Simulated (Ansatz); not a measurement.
# Eigenvalues along a path: HfC (rocksalt type)

```
Hf C
1.0
     0.00000    2.06456    2.06456
     2.06456    0.00000    2.06456
     2.06456    2.06456    0.00000
Hf C
1 1
Cartesian
  0.0000 0.0000 0.0000
  2.0646 2.0646 2.0646
```

The cell comes from a relaxation on PAW files under the same functional, begun from a prototype that needn't be the stable phase.

Computed with Ansatz 0.2.0; functional PBEsol, scalar-relativistic. Settings: a Γ-centred 17×17×17 k mesh, Fermi–Dirac smearing of 0.08 eV, no spin polarisation. Methods: PAW: frozen-core files, cutoff 420 eV.

This run: volume at 0.72 of the series' base cell.

Spin–orbit coupling is left out, which matters for the heavy atoms. The PAW files were made under PBE.

Path points, in fractions of the reciprocal vectors: Γ (0.000, 0.000, 0.000), X (0.500, 0.000, 0.500), U (0.625, 0.250, 0.625), K (0.375, 0.375, 0.750), L (0.500, 0.500, 0.500), W (0.500, 0.250, 0.750). The distance column jumps between branches of the path. Levels in eV from the Fermi level; bands 5 to 17, counted from the lowest band of the run. The gap is zero, the pressure 154.3 GPa.

```
# k(1/Å) point b5 b6 b7 b8 b9 b10 b11 b12 b13 b14 b15 b16 b17
0.000 Γ -14.17 -10.05 -10.05 -10.05 -9.97 -9.72 -9.72 -9.72 0.95 0.95 0.95 1.27 1.27
0.190 - -13.93 -10.05 -10.04 -10.04 -9.97 -9.73 -9.73 -9.73 -0.22 0.24 0.24 0.65 2.28
0.380 - -13.28 -10.04 -10.02 -10.02 -9.95 -9.75 -9.75 -9.75 -2.30 -0.28 -0.28 -0.08 3.71
0.571 - -12.45 -9.99 -9.99 -9.99 -9.92 -9.78 -9.77 -9.77 -3.98 -0.98 -0.51 -0.51 4.93
0.761 - -11.87 -9.96 -9.96 -9.89 -9.85 -9.81 -9.79 -9.79 -4.85 -1.87 -0.48 -0.48 5.48
0.951 - -11.82 -9.93 -9.93 -9.85 -9.84 -9.81 -9.81 -9.74 -4.58 -2.63 -0.24 -0.24 6.08
1.141 - -12.11 -9.92 -9.92 -9.86 -9.82 -9.82 -9.81 -9.76 -3.45 -3.21 0.10 0.10 6.65
1.331 - -12.41 -9.92 -9.92 -9.88 -9.81 -9.81 -9.81 -9.79 -3.57 -2.24 0.40 0.40 7.07
1.522 X -12.52 -9.92 -9.92 -9.88 -9.83 -9.81 -9.81 -9.78 -3.70 -1.70 0.53 0.53 7.22
1.589 - -12.50 -9.92 -9.92 -9.88 -9.83 -9.81 -9.81 -9.78 -3.69 -1.72 0.45 0.52 7.33
1.656 - -12.44 -9.92 -9.92 -9.88 -9.83 -9.81 -9.81 -9.78 -3.68 -1.76 0.22 0.52 7.66
1.723 - -12.33 -9.93 -9.91 -9.88 -9.83 -9.81 -9.80 -9.78 -3.69 -1.83 -0.12 0.52 8.15
1.791 - -12.19 -9.93 -9.91 -9.88 -9.83 -9.81 -9.78 -9.78 -3.72 -1.92 -0.52 0.58 8.77
1.858 - -12.02 -9.94 -9.90 -9.88 -9.83 -9.81 -9.78 -9.76 -3.80 -2.04 -0.96 0.70 8.86
1.925 - -11.82 -9.95 -9.89 -9.88 -9.83 -9.81 -9.77 -9.73 -3.94 -2.17 -1.40 0.92 8.56
1.992 - -11.61 -9.95 -9.88 -9.88 -9.84 -9.80 -9.77 -9.69 -4.15 -2.30 -1.84 1.25 8.22
2.060 U -11.40 -9.95 -9.88 -9.87 -9.84 -9.80 -9.77 -9.63 -4.42 -2.44 -2.26 1.70 7.85
2.991 K -11.40 -9.95 -9.88 -9.87 -9.84 -9.80 -9.77 -9.63 -4.42 -2.44 -2.26 1.70 7.85
3.193 - -10.86 -9.95 -9.87 -9.86 -9.84 -9.79 -9.78 -9.29 -5.46 -3.31 -2.84 3.58 6.62
3.395 - -10.60 -9.94 -9.88 -9.85 -9.83 -9.80 -9.77 -8.87 -6.33 -3.95 -3.09 5.33 5.93
3.597 - -10.62 -9.92 -9.91 -9.85 -9.83 -9.83 -9.76 -9.20 -6.09 -4.09 -3.08 4.11 5.56
3.798 - -11.11 -9.94 -9.93 -9.90 -9.87 -9.81 -9.77 -9.75 -4.91 -3.71 -2.76 3.03 4.66
4.000 - -12.13 -10.03 -9.98 -9.95 -9.91 -9.81 -9.78 -9.74 -3.41 -2.84 -2.11 2.14 3.83
4.202 - -13.16 -10.05 -10.01 -10.00 -9.95 -9.77 -9.75 -9.73 -1.78 -1.52 -1.17 1.49 3.02
4.404 - -13.90 -10.05 -10.04 -10.04 -9.96 -9.74 -9.73 -9.73 -0.18 -0.05 0.11 1.08 1.99
4.605 Γ -14.17 -10.05 -10.05 -10.05 -9.97 -9.72 -9.72 -9.72 0.95 0.95 0.95 1.27 1.27
4.770 - -13.99 -10.05 -10.04 -10.04 -9.97 -9.73 -9.73 -9.72 -0.03 0.33 0.33 1.39 1.39
4.935 - -13.47 -10.05 -10.02 -10.02 -9.95 -9.75 -9.75 -9.72 -1.26 -0.81 -0.81 1.83 1.83
5.100 - -12.72 -10.05 -9.99 -9.99 -9.93 -9.78 -9.78 -9.72 -2.51 -1.93 -1.93 2.54 2.54
5.264 - -11.84 -10.03 -9.95 -9.95 -9.91 -9.81 -9.81 -9.72 -3.69 -2.92 -2.92 3.50 3.50
5.429 - -10.99 -9.91 -9.91 -9.91 -9.88 -9.82 -9.82 -9.72 -4.79 -3.72 -3.72 4.40 4.62
5.594 - -10.51 -9.89 -9.89 -9.85 -9.81 -9.81 -9.72 -9.45 -5.78 -4.31 -4.31 5.36 5.79
5.759 - -10.39 -9.89 -9.89 -9.83 -9.79 -9.79 -9.72 -8.70 -6.65 -4.68 -4.68 6.62 6.79
5.923 L -10.37 -9.90 -9.90 -9.82 -9.78 -9.78 -9.72 -8.20 -7.18 -4.80 -4.80 7.20 7.20
6.058 - -10.38 -9.90 -9.89 -9.82 -9.78 -9.78 -9.72 -8.05 -7.42 -4.72 -4.57 6.60 7.15
6.192 - -10.42 -9.92 -9.89 -9.82 -9.79 -9.78 -9.74 -7.94 -7.66 -4.49 -4.10 5.82 6.78
6.327 - -10.49 -9.93 -9.89 -9.81 -9.80 -9.78 -9.77 -8.49 -7.07 -4.13 -3.63 5.20 6.08
6.461 - -10.62 -9.94 -9.88 -9.82 -9.81 -9.80 -9.78 -8.94 -6.37 -3.67 -3.27 4.80 5.36
6.596 - -10.79 -9.95 -9.88 -9.84 -9.82 -9.81 -9.78 -9.25 -5.64 -3.23 -3.07 4.60 4.80
6.730 - -10.97 -9.95 -9.88 -9.87 -9.82 -9.82 -9.78 -9.43 -4.95 -2.98 -2.95 4.52 4.54
6.865 - -11.11 -9.96 -9.89 -9.88 -9.83 -9.83 -9.78 -9.51 -4.38 -2.95 -2.90 4.50 4.54
6.999 W -11.16 -9.96 -9.89 -9.89 -9.83 -9.83 -9.78 -9.53 -4.13 -2.95 -2.95 4.55 4.55
7.094 - -11.22 -9.96 -9.89 -9.88 -9.83 -9.83 -9.78 -9.56 -3.96 -3.13 -2.74 3.72 5.42
7.189 - -11.39 -9.95 -9.90 -9.88 -9.83 -9.82 -9.78 -9.62 -3.51 -3.30 -2.53 2.95 6.30
7.285 - -11.63 -9.94 -9.90 -9.88 -9.83 -9.82 -9.78 -9.68 -3.43 -2.83 -2.32 2.26 7.16
7.380 - -11.90 -9.94 -9.91 -9.88 -9.83 -9.82 -9.78 -9.74 -3.54 -2.12 -2.02 1.66 7.95
7.475 - -12.15 -9.93 -9.91 -9.88 -9.83 -9.82 -9.78 -9.77 -3.61 -1.95 -1.15 1.18 8.63
7.570 - -12.35 -9.92 -9.92 -9.88 -9.83 -9.81 -9.80 -9.78 -3.66 -1.82 -0.33 0.82 7.98
7.665 - -12.48 -9.92 -9.92 -9.88 -9.83 -9.81 -9.81 -9.78 -3.69 -1.73 0.29 0.60 7.44
7.760 X -12.52 -9.92 -9.92 -9.88 -9.83 -9.81 -9.81 -9.78 -3.70 -1.70 0.53 0.53 7.22
```
